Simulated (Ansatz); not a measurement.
# TeAs: clamped-ion strain scan

Method: DFT r2SCAN, scalar-relativistic, plane waves, PAW (Ansatz). Settings: plane waves to 500 eV, k-mesh 14×14×14 (Γ-centred), Gaussian smearing 0.15 eV. No spin polarisation. Energies are free energies at this smearing, counted from the undisturbed cell; pressure is positive in compression.

The undisturbed cell (as given, not relaxed at this level; it stands at -1.1 GPa, and it needn't be the usual structure):

```xyz
2
Lattice="0.0000 2.9677 2.9677 2.9677 0.0000 2.9677 2.9677 2.9677 0.0000" Properties=species:S:1:pos:R:3 pbc="T T T"
Te    2.9677    2.9677    2.9677
As    0.0000    0.0000    0.0000
```

The cell is strained by ε times the Voigt pattern (1, 1, 0, 0, 0, 0) (xx, yy, zz, yz, xz, xy; engineering shear) with fractional coordinates fixed. The cell is metallic on the mesh throughout.

**Question.** Over the sampled range (-0.1500 to 0.1500), is the undisturbed cell the lowest point?

**Answer.** Yes, every other sampled point lies higher.

**Question.** Which end lies higher in energy, -0.1500 or +0.1500?

**Answer.** -0.1500: 957.9 against 411.5.

The scan:

| ε | ΔE (meV/atom) |
| --- | --- |
| -0.1500 | 957.9 |
| -0.0750 | 166.6 |
| 0.0000 | 0.0 |
| 0.0375 | 45.7 |
| 0.1125 | 267.8 |
| 0.1500 | 411.5 |